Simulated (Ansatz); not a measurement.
From the elastic tensor of TaMo3 to moduli and sound speeds

These are results of Ansatz, DFT PBE, scalar-relativistic, plane waves, PAW, not measurements. Cutoff 420 eV, 10×10×14 k-points (Γ-centred), Fermi-Dirac smearing of 0.15 eV. No spin polarisation.

Space group P4/mmm (No. 123), tetragonal, a = 4.519 Å, c = 3.198 Å. Ta is surrounded by 8 Mo at 2.77 Å, 4 Mo at 3.20 Å and 2 Ta at 3.20 Å; Mo on a site of symmetry 4/mmm has 8 Mo at 2.77 Å, 4 Ta at 3.20 Å and 2 Mo at 3.20 Å; around Mo on a site of symmetry mmm lie 4 Mo at 2.77 Å, 4 Ta at 2.77 Å and 6 Mo at 3.20 Å.

It was reached by relaxing an invented guess, and it needn't be the stable form of this composition. In a metal, frequencies and elastic constants depend on the k mesh and the smearing, soft modes and shear constants most. Spin–orbit coupling is left out, which matters for heavy elements.

Relaxed-ion constants (GPa, on the Cartesian axes of the calculation):
C11 = 379.3, C12 = 203.5, C13 = 149.2, C22 = 379.3, C23 = 149.2, C33 = 432.2, C44 = 90.2, C55 = 90.2, C66 = 140.5 GPa; the others vanish.

Density 11.924 g/cm³; 4 atoms in 65.29 Å³.

With S = C⁻¹: B_V = (C11+C22+C33+2(C12+C13+C23))/9, G_V = (C11+C22+C33−C12−C13−C23+3(C44+C55+C66))/15, 1/B_R = S11+S22+S33+2(S12+S13+S23), 15/G_R = 4(S11+S22+S33−S12−S13−S23)+3(S44+S55+S66); Hill is their mean. Then v_l = √((B+4G/3)/ρ), v_t = √(G/ρ), v_m = [(2/v_t³+1/v_l³)/3]^(−1/3) and Θ = (ħ/k_B)·v_m·(6π²n/V)^(1/3) for n atoms in the volume V; E = 9BG/(3B+G), ν = (3B−2G)/(2(3B+G)) and A^U = 5G_V/G_R + B_V/B_R − 6.

```
Bulk modulus, Voigt / Reuss / Hill          : 243.8 / 243.8 / 243.8 GPa
Shear modulus, Voigt / Reuss / Hill         : 110.1 / 104.8 / 107.5 GPa
Young's modulus                             : 281 GPa
Poisson ratio                               : 0.308
Pugh ratio B/G                              : 2.27 (over 1.75, the rule of thumb for ductile)
Universal anisotropy index                  : 0.25
Longitudinal and transverse sound speeds    : 5698 and 3002 m/s
Debye temperature from the mean sound speed : 394 K
```
